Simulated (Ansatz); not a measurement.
YSF:
```cif
data_F2S2Y2
_chemical_formula_sum 'Y2 S2 F2'
_space_group_name_H-M_alt 'P 1'
_space_group_IT_number 1
_cell_length_a 3.77697
_cell_length_b 3.77697
_cell_length_c 6.82105
_cell_angle_alpha 90.000
_cell_angle_beta 90.000
_cell_angle_gamma 90.000
loop_
_space_group_symop_operation_xyz
  'x, y, z'
loop_
_atom_site_label
_atom_site_type_symbol
_atom_site_fract_x
_atom_site_fract_y
_atom_site_fract_z
_atom_site_occupancy
Y1 Y 0.00000 0.50000 0.22695 1
Y2 Y 0.50000 0.00000 0.77305 1
S1 S 0.00000 0.50000 0.64571 1
S2 S 0.50000 0.00000 0.35429 1
F1 F 0.00000 0.00000 0.00000 1
F2 F 0.50000 0.50000 0.00000 1
```

Relaxed with r²SCAN. DFT-r²SCAN in the program Ansatz with PAW potentials gives a gap of 1.77 eV.

**Question.** What gap does HSE06 give on the same cell (Ansatz, PAW)?

**Answer.** 2.28 eV, 0.51 eV more. The hybrid was solved on a coarser mesh and at special points; the gap given is the minimum over both.

| k | v1 r²SCAN | c1 r²SCAN | v1 HSE06 | c1 HSE06 |
|---|---|---|---|---|
| Γ | 0.00 | 1.77 | 0.00 | 2.28 |
| Z | -0.06 | 2.36 | (withheld) | (withheld) |
| M | -1.24 | 5.32 | (withheld) | (withheld) |
| A | -1.29 | 5.36 | -1.42 | 6.12 |
| R | -0.84 | 4.54 | (withheld) | (withheld) |
| X | -1.07 | 4.21 | (withheld) | (withheld) |

**Question.** Top valence (v1) and lowest conduction level (c1) in eV from each method's valence maximum (which need not be a listed point): supply the withheld HSE06 values.

**Answer.** 
- X, v1 HSE06: -1.17
- X, c1 HSE06: 4.86
- R, v1 HSE06: -0.93
- R, c1 HSE06: 5.17
- M, v1 HSE06: -1.36
- M, c1 HSE06: 6.00
- Z, v1 HSE06: -0.06
- Z, c1 HSE06: 2.94

Cost on shared cores: the r²SCAN run (SCF on a 7×7×4 mesh, then bands and DOS) very roughly 80 core-seconds, the HSE06 run (SCF on 4×4×3, then a few points) roughly 2.3 core-minutes; the tasks are unlike.

Space group P4/nmm. The workflow started from a Materials Project entry (that database holds measured and hypothetical structures alike); the Crystallography Open Database copy checked does not list it. COD files the formula under space group No. 194. Its standing as an ambient phase is unchecked. Symmetry was held in the r²SCAN relaxation; its stability against distortions is not shown here. The run is not spin-polarised. Spin–orbit coupling is left out wherever it is not named.

Potentials: the later of the program's two PAW sets.
